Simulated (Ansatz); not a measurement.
BaTiO$_{3}$:
```cif
data_Ba2O6Ti2
_chemical_formula_sum 'Ba2 Ti2 O6'
_space_group_name_H-M_alt 'Amm2'
_space_group_IT_number 38
_space_group_name_Hall 'A 2 -2'
_cell_length_a 3.94977
_cell_length_b 5.65813
_cell_length_c 5.67894
_cell_angle_alpha 90.000
_cell_angle_beta 90.000
_cell_angle_gamma 90.000
loop_
_space_group_symop_operation_xyz
  'x, y, z'
  '-x, -y, z'
  '-x, y, z'
  'x, -y, z'
  'x, y+1/2, z+1/2'
  '-x, -y+1/2, z+1/2'
  '-x, y+1/2, z+1/2'
  'x, -y+1/2, z+1/2'
loop_
_atom_site_label
_atom_site_type_symbol
_atom_site_symmetry_multiplicity
_atom_site_Wyckoff_symbol
_atom_site_fract_x
_atom_site_fract_y
_atom_site_fract_z
_atom_site_occupancy
Ba1 Ba 2 a 0.00000 0.00000 0.99625 1
Ti1 Ti 2 b 0.50000 0.50000 0.98346 1
O1 O 4 e 0.50000 0.24553 0.26418 1
O2 O 2 a 0.00000 0.00000 0.51204 1
```
(The calculation used a cell of 5 atoms; values per cell refer to that cell.)

Relaxed with PBEsol. PBEsol in the plane-wave PAW code Ansatz gives a gap of 2.15 eV.

What gap does HSE06 give on the same cell (Ansatz, PAW)?

3.64 eV, 1.49 eV more. The hybrid was solved on a coarser mesh and at special points; the gap given is the minimum over both.

Cost on shared cores: the PBEsol run (SCF on a 7×7×7 mesh, then bands and DOS) about 70 core-seconds (a rough figure), the HSE06 run (SCF on 4×4×4, then a few points) around 100 core-seconds (rough); the tasks are unlike.

This is a known low-temperature phase of the composition, computed here at zero pressure and temperature. Symmetry was held in the PBEsol relaxation; its stability against distortions is not shown here. No spin polarisation was allowed. Spin–orbit coupling is left out wherever it is not named.

Potentials: the earlier of the program's two PAW sets. The files were generated under PBE; for other functionals the program regenerates the frozen cores, and for LDA and PBEsol the local potential too.
